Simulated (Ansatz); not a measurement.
Relaxed ZnS (zinc blende):

```xyz
2
Lattice="0.0000 2.6946 2.6946 2.6946 0.0000 2.6946 2.6946 2.6946 0.0000" Properties=species:S:1:pos:R:3 pbc="T T T"
S      4.0418     4.0418     4.0418
Zn     0.0000     0.0000     0.0000
```

Scan: atom 2 (Zn, nearest neighbour S at 2.334 Å; its periodic images, 3.8 Å or more away, move with it) is displaced along Cartesian [111], direction (0.577, 0.577, 0.577) in Cartesian axes, by s. The other atoms stay.

These are r2SCAN (plane waves to 500 eV, PAW, scalar-relativistic; Ansatz, an electronic-structure program) values and carry that method's errors. k mesh 9×9×9 (Γ-centred), Fermi-Dirac smearing 0.05 eV. E stands for the smeared free energy. ZnS was relaxed with its symmetry unable to fall. ΔE is measured from the undisplaced structure.

| s (Å) | ΔE (meV/cell) |
|---|---|
| -0.470 | 1406 |
| -0.376 | 765 |
| -0.282 | 368 |
| -0.188 | 140 |
| -0.094 | 30 |
| 0.000 | 0 |
| 0.094 | 23 |
| 0.188 | withheld |
| 0.282 | 151 |
| 0.376 | 231 |
| 0.470 | 309 |

**Question.** Fit a polynomial form (powers 2, 3, 4) to the given rows and predict ΔE at s = 0.188.

**Answer.** Least squares on the 10 given rows: ΔE = (2894)·s² + (-5214)·s³ + (4472)·s⁴, in meV/cell with s in Å; root-mean-square residual 6.8 meV/cell. At 0.188 the fit gives 73 meV/cell; the calculation gives 78 meV/cell, so the interpolation is off by -5 (-6.4 %). The quadratic term alone would give 102 meV/cell.

(For displaced atoms, the force is minus the slope of the energy, and its curvature is a force constant, which sets phonon frequencies.)
